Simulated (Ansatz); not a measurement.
Input and command of a plane-wave DFT calculation in Ansatz:

```yaml
crystal:
  lattice:
    - [-1.9208327366, 1.9208327366, 3.1503632029]
    - [1.9208327366, -1.9208327366, 3.1503632029]
    - [1.9208327366, 1.9208327366, -3.1503632029]
  atoms:
    - { symbol: Li, position: [0.0, 0.0, 0.0] }
    - { symbol: W, position: [0.593, 0.593, 0.0] }
    - { symbol: W, position: [0.407, 0.407, 0.0] }
basis:
  ecutwfc: 420
kpoints:
  mp_grid: { grid: [6, 6, 6] }
hamiltonian:
  xc: pbe
scf:
  occupations: { method: gaussian, width: 0.1 }
  lower_state_search: "off"
output:
  forces: true
  stress: true
  eigenvalues: true
relax:
  adjacent_minimum: "off"
  f_tol: 0.04
  max_steps: 70
  cell: { stress_tol: 0.4 }
```

```bash
ansatz run input.yaml --threads 1 --pin off --max-ram 2560MiB --backend cpu --events-out ev --progress --plain --runs-dir out
```

Processor: Intel(R) Xeon(R) Platinum 8259CL CPU @ 2.50GHz (Skylake/Cascade Lake), 1 thread, on a host shared with other jobs.

How long does it run, and how much memory does it take?

About 39 s on 1 thread of Intel(R) Xeon(R) Platinum 8259CL CPU @ 2.50GHz (Skylake/Cascade Lake) (shared host), peak memory 0.41 GiB. It solves 20 bands at 30 k points (the mesh reduced by the symmetry that the task leaves, which can be less than the crystal's) with about 881 plane waves (on the last cell), in 103 SCF iterations over 16 ionic steps.
